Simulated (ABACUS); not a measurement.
Set-up for a self-consistent single point of YSi (Cmcm, 4 atoms in the cell; from Materials Project mp-9972).

```
CELL_PARAMETERS angstrom
      2.14330    -5.28378     0.00000
      2.14330     5.28378     0.00000
      0.00000     0.00000     3.83365
ATOMIC_POSITIONS crystal
  Y  0.14063 0.85937 0.25000
  Y  0.85937 0.14063 0.75000
  Si 0.42448 0.57552 0.25000
  Si 0.57552 0.42448 0.75000
```

Level of theory: LDA (PW92), PseudoDojo 0.4 standard norm-conserving LDA (tails mended) pseudopotentials (plane waves; ABACUS).

ABACUS settings:

```
setting                                                               value
---------------  ----------------------------------------------------------
KPT                                                       Gamma 5 5 5 0 0 0
basis_type                                                               pw
dft_functional                                                        PWLDA
ecutwfc                                                               72 Ry
smearing_method                                                    gaussian
smearing_sigma                                                0.00734986 Ry
potentials       PseudoDojo 0.4 standard norm-conserving LDA (tails mended)
symmetry                                                                  1
symmetry_prec                                                         1e-05
ks_solver                                                                cg
scf_nmax                                                                100
scf_thr                                                          1.0e-09 Ry
mixing_type                                                         broyden
mixing_beta                                                             0.4
```

Results:

| Item | Value |
|---|---|
| Number of valence electrons | 30 |
| Number of bands | 25 |
| Number of k-points after the program's reduction | 27 |
| Number of plane waves (most at a k-point) | 6067 |
| Number of SCF iterations | 12 |
| FFT grid | 60 × 60 × 40 |
| Free energy E − TS | -2459.2655 eV |
| Fermi level (on the code's own zero) | 10.26 eV |
| Pressure | -4.88 GPa |
| Largest force (vector length) | 0.113 eV/Å |

Forces (eV/Å):
```csv
atom,Fx,Fy,Fz
Y1,0.000,0.113,0.000
Y2,0.000,-0.113,0.000
Si3,0.000,0.031,0.000
Si4,0.000,-0.031,0.000
```

Stress (GPa, positive for compression):
```
-5.43   0.00   0.00
 0.00  -5.31   0.00
 0.00   0.00  -3.91
```

The structure comes from a collection of computed structures, made at another level of theory; the collection holds predicted forms beside known ones. No clean gap shows at this smearing width and mesh (spacing up to 0.33 Å⁻¹); the mesh is coarse for partly filled bands, so the values carry mesh errors.

Cost on one core: roughly 3.0 core-minutes.

“Tails mended”: in these copies of the files the far tail of each local potential was reset to the Coulomb form.
